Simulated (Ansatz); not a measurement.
The slice is one period of a {100} plane through atoms; its size isn't given.

The numbers are results of PBE (plane waves to 420 eV, PAW, scalar-relativistic; Ansatz, an electronic-structure program), not measurements. Inside the PAW spheres the values are not all-electron values, and peaks at nuclei hang on which shells count as valence.

```
|99875321000001235789|
|88764321111111234678|
|77654322222222234567|
|55443223344433223445|
|43332334555554332333|
|22222345666665432222|
|11123456666666543211|
|00123566665666653210|
|00124566644466654210|
|00124566542456654210|
|00124566644466654210|
|00123566665666653210|
|11123456666666543211|
|22222345666665432222|
|43332334555554332333|
|55443223344433223445|
|77654322222222234567|
|88764321111111234678|
|99875321000001235789|
|99875421000001245789|
```
Scale: ten equal steps from -1.36 (start of '0') to 0.88 (end of '9'), in the order '0123456789'. Values: log₁₀ of the valence density in e/Å³. The map has 20 points along u (one character each, u = 0 at the left) and 20 along v (v = 0 in the bottom row). The scale is logarithmic, as a density can span decades between atoms and voids.

```
|xxx987310000013789xx|
|xx99852000000025899x|
|99985200133310025899|
|98852113578753112588|
|77521137999997311257|
|43201379999999731023|
|11003799988899973001|
|000159996xxx69995100|
|00037998xxxxx8997300|
|00038998xxxxx8998300|
|00037998xxxxx8997300|
|000159996xxx69995100|
|11003799988899973001|
|43201379999999731023|
|77521137999997311257|
|98852113578753112588|
|99985200133310025899|
|xx99852000000025899x|
|xxx987310000013789xx|
|xxx997410000014799xx|
```
Scale: ten equal steps from 0.02 (start of '0') to 0.87 (end of '9'), in the order '0123456789'. Values: electron localisation function (ELF). The map has 20 points along u (one character each, u = 0 at the left) and 20 along v (v = 0 in the bottom row). Points within 0.5 Å of a nucleus are blanked (x), as the pseudised field means little there.

Task: Which relaxed crystal do these maps come from?
(A) EuO (rock salt)
(B) BaO (rock salt)
(C) NiO (rock salt)

Result: B, BaO (rock salt). Atoms on the slice: O at (0.00, 0.00); Ba at (0.50, 0.50)

All were relaxed with their symmetry unable to fall. EuO is run spin-polarised and with no Hubbard U. NiO is run spin-polarised and with no Hubbard U; the real compound is an antiferromagnetic insulator, a state that this run doesn't describe. Relaxed EuO ends ferromagnetic. Relaxed NiO ends ferromagnetic. Other magnetic orders were not checked, so this need not be the ground state. (This holds for the magnetic or f-shell members.) The f-shell state is unchecked: a lower one may exist. (This holds for the magnetic or f-shell members.)
